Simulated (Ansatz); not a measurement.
GaAs:
```xyz
2
Lattice="2.6757 0.0000 0.0000 0.0000 2.6757 0.0000 0.0000 0.0000 5.4665" Properties=species:S:1:pos:R:3 pbc="T T T"
Ga     0.0000     0.0000     2.7333
As     0.0000     0.0000     0.0000
```

Relaxed with r²SCAN. Special points in fractions of this cell's reciprocal vectors: Γ (0.000, 0.000, 0.000); X (0.000, 0.500, 0.000); M (0.500, 0.500, 0.000); Z (0.000, 0.000, 0.500); R (0.000, 0.500, 0.500); A (0.500, 0.500, 0.500).

List the band energies nearest the Fermi level at these points for DFT-r²SCAN in the program Ansatz with PAW potentials.

In eV from the Fermi level; about four levels below and three above (degenerate sets whole), none deeper than 8.9 eV; points with the same levels are listed once.

```csv
k,below,above
Γ,-8.58 -6.10,5.46 5.46 6.50
X,-6.68 -3.67 -2.96 -2.29,3.63 8.03 9.86
M,-7.20 -3.82 -3.82 -0.03,1.28 1.28 1.95
Z,-1.51,0.12 5.61 5.61
R,-6.35 -5.78 -3.33,2.00 3.92 7.53
A,-7.18 -3.59 -3.59 -1.46,0.41 0.41 4.01
```

Space group P4/mmm. The first step of the workflow began from a Materials Project structure, measured or hypothetical; the Crystallography Open Database copy checked does not list it. It is not the phase usual at ambient conditions (space group No. 216). The r²SCAN relaxation kept the symmetry of its start; of distortions, only those at the zone centre were tested. Scalar-relativistic: spin–orbit coupling is off unless named, which matters more the heavier the elements.

Potentials: the earlier of the program's two PAW sets.
